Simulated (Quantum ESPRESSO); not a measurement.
TaSnIr6 (simulated cell) (calculated)

All values are calculated (Quantum ESPRESSO 7.5). Calculation on a made-up metal alloy cell, not a measurement: no spin or spin-orbit, unrelaxed, 2900 K smearing, stress positive in tension, cell energy less fitted offsets; periodic Kohn-Sham density functional theory in plane waves with PseudoDojo standard norm-conserving scalar-relativistic pseudopotentials, each functional with its own files (v0.5 for PBE, v0.4.1 for LDA and PBEsol), eight atoms on drawn sites of a strained close-packed or body-centred lattice, each displaced and held fixed; the energy is the cell's free energy, ions and the entropy term -TS included, at the stated Fermi-Dirac width, less a fixed offset for each atom's element (shifted free energy); compositions with an open d shell lost a parallel starting moment in a cheaper test run, and other magnetic orders were not tried; an error bar is the largest change of its kind in a tighter rerun, never given below 0.002 eV, 0.02 GPa or 0.003 eV/angstrom, and covers cutoff and k-mesh only, not smearing or the files.

Settings shared by all entries: lattice type face-centred cubic; functional pbe; cutoff 980 eV; fermi dirac smearing 0.25 eV; electrons removed 0; run command mpirun -np 4 pw.x -nk 4 -in in; run processor AMD EPYC, older, virtual cores; k mesh 6 x 5 x 4 shifted half a step off Gamma on each axis.

Notes on all entries: the tin pseudopotential is less sure than most, with forces differing by about three percent from a second method on plain tin; heavy elements are run without spin-orbit coupling, which real alloys of them have; a spin test at this wide smearing found no moment, but such smearing suppresses magnetism that the real alloy may have; lattice, volume and sites are drawn at random and may be unstable or far from any real phase; energies are for the whole cell, less offsets fitted to these runs, so they are not formation energies.

(1) TaSnIr6 (simulated cell)

```xyz
8
Lattice="-3.8953 0.0143 -0.0346 0.0489 -3.9672 3.9175 -0.0041 5.8982 1.9062" Properties=species:S:1:pos:R:3 TaSnIr6
Ir    -0.1209    -0.0103    -0.0368
Ir    -0.1878     1.9515     1.9172
Ir     0.0995    -1.9384     1.9579
Ir     0.0825    -0.1047     3.9077
Ta    -2.0722     3.8970     1.8401
Sn    -1.9924     0.0408     2.0021
Ir    -1.9370     1.9290     3.9043
Ir    -1.9648    -1.9352     3.8210
```

| Property | Result |
| --- | --- |
| stress zz | withheld |
| stress yy | withheld |
| shifted free energy | withheld |
| stress xz | withheld |

Atoms:
```
atoms element  atom site  atom energy offset (eV)
           Ir          1                 -3133.86
           Ir          2                 -3133.86
           Ir          3                 -3133.86
           Ir          4                 -3133.86
           Ta          5                 -1771.44
           Sn          6                 -2144.16
           Ir          7                 -3133.86
           Ir          8                 -3133.86
```

Notes: error bars: energy 0.0029 eV, stress 0.02 GPa, force 0.006 eV/Å, from a tighter rerun of a related cell, whose elements or sites may differ; 15 SCF iterations, 332 s of wall time on a shared machine.

(2) TaSnIr6 (simulated cell)

```xyz
8
Lattice="-3.8953 0.0143 -0.0346 0.0489 -3.9672 3.9175 -0.0041 5.8982 1.9062" Properties=species:S:1:pos:R:3 TaSnIr6
Ir    -0.1209    -0.0103    -0.0368
Ir    -0.1878     1.9515     1.9172
Ir     0.0995    -1.9384     1.9579
Ir     0.0825    -0.1047     3.9077
Ir    -2.0722     3.8970     1.8401
Sn    -1.9924     0.0408     2.0021
Ta    -1.9370     1.9290     3.9043
Ir    -1.9648    -1.9352     3.8210
```

| Item | Value |
| --- | --- |
| stress zz | withheld |
| entropy term negative ts | withheld |

Atoms:
```
atoms element  atom site  atom energy offset (eV)
           Ir          1                 -3133.86
           Ir          2                 -3133.86
           Ir          3                 -3133.86
           Ir          4                 -3133.86
           Ir          5                 -3133.86
           Sn          6                 -2144.16
           Ta          7                 -1771.44
           Ir          8                 -3133.86
```

Notes: error bars: energy 0.0029 eV, stress 0.02 GPa, force 0.006 eV/Å, from a tighter rerun of this cell; 15 SCF iterations, 335 s of wall time on a shared machine.

(3) TaSnIr6 (simulated cell)

```xyz
8
Lattice="-3.8953 0.0143 -0.0346 0.0489 -3.9672 3.9175 -0.0041 5.8982 1.9062" Properties=species:S:1:pos:R:3 TaSnIr6
Ir    -0.1209    -0.0103    -0.0368
Ir    -0.1878     1.9515     1.9172
Ir     0.0995    -1.9384     1.9579
Ir     0.0825    -0.1047     3.9077
Ir    -2.0722     3.8970     1.8401
Sn    -1.9924     0.0408     2.0021
Ir    -1.9370     1.9290     3.9043
Ta    -1.9648    -1.9352     3.8210
```

| Quantity | Value |
| --- | --- |
| entropy term negative ts | withheld |
| shifted free energy | withheld |
| stress zz | withheld |
| stress yz | withheld |

Atoms:
```
atoms element  atom site  atom energy offset (eV)
           Ir          1                 -3133.86
           Ir          2                 -3133.86
           Ir          3                 -3133.86
           Ir          4                 -3133.86
           Ir          5                 -3133.86
           Sn          6                 -2144.16
           Ir          7                 -3133.86
           Ta          8                 -1771.44
```

Notes: error bars: energy 0.0029 eV, stress 0.02 GPa, force 0.006 eV/Å, from a tighter rerun of a related cell, whose elements or sites may differ; 14 SCF iterations, 330 s of wall time on a shared machine.

To be estimated
1. TaSnIr6 (simulated cell) (entry 1): stress zz?
2. Estimate the stress yy of TaSnIr6 (simulated cell) (entry 1).
3. Estimate the shifted free energy of TaSnIr6 (simulated cell) (entry 1).
4. What stress xz does the calculation give for TaSnIr6 (simulated cell) (entry 1)?
5. What stress zz does the calculation give for TaSnIr6 (simulated cell) (entry 2)?
6. What entropy term negative ts does the calculation give for TaSnIr6 (simulated cell) (entry 2)?
7. Give the table of forces values for TaSnIr6 (simulated cell) (entry 2).
8. Estimate the entropy term negative ts of TaSnIr6 (simulated cell) (entry 3).
9. Estimate the shifted free energy of TaSnIr6 (simulated cell) (entry 3).
10. TaSnIr6 (simulated cell) (entry 3): stress zz?
11. Give the missing stress yz for TaSnIr6 (simulated cell) (entry 3).

Calculated values
1. -18.77 GPa
2. -13.31 GPa
3. -0.939 eV
4. 0.65 GPa
5. -19.19 GPa
6. -1.141 eV
7. 
Forces:
```
site  x (eV/Å)  y (eV/Å)  z (eV/Å)
   1       0.5     0.078     -0.58
   2      1.16     1.189     -0.06
   3    -1.636    -2.046    -0.524
   4    -1.582     1.026     1.468
   5     1.136     0.104     0.315
   6     0.327    -0.966    -2.533
   7    -0.454     2.255     1.499
   8     0.549    -1.641     0.417
```
8. -1.362 eV
9. -0.025 eV
10. -21.48 GPa
11. -2.97 GPa

Further results for TaSnIr6 (simulated cell) (entry 1):

| Item | Value |
| --- | --- |
| entropy term negative ts | -1.157 eV |
| pressure | 15.77 GPa |
| stress xx | -15.23 GPa |
| stress yz | -2.15 GPa |
| stress xy | 0.002493 GPa |

Forces:
```
site  x (eV/Å)  y (eV/Å)  z (eV/Å)
   1     0.396     0.305    -0.595
   2     1.677     1.141    -0.072
   3    -1.205    -2.361    -0.357
   4    -1.865     1.491      1.34
   5     0.936    -0.517    -0.194
   6     0.306     0.214    -1.447
   7     -0.66     0.862     0.249
   8     0.415    -1.135     1.077
```

Further results for TaSnIr6 (simulated cell) (entry 2):

| Property | Result |
| --- | --- |
| pressure | 15.79 GPa |
| stress xx | -14.24 GPa |
| stress yy | -13.94 GPa |
| stress yz | -3.35 GPa |
| stress xz | 0.39 GPa |
| stress xy | 0.05241 GPa |
| shifted free energy | -0.794 eV |

Further results for TaSnIr6 (simulated cell) (entry 3):

| Quantity | Value |
| --- | --- |
| pressure | 17.39 GPa |
| stress xx | -14.39 GPa |
| stress yy | -16.28 GPa |
| stress xz | 1.46 GPa |
| stress xy | -0.55 GPa |

Forces:
```
site  x (eV/Å)  y (eV/Å)  z (eV/Å)
   1     0.691    -0.146    -0.599
   2     1.411     1.271     0.137
   3    -1.468    -2.214    -0.632
   4    -1.792     1.392     1.503
   5     1.163    -0.343    -0.125
   6     0.319     0.378     -2.26
   7    -0.634     1.511     0.837
   8      0.31    -1.848     1.139
```
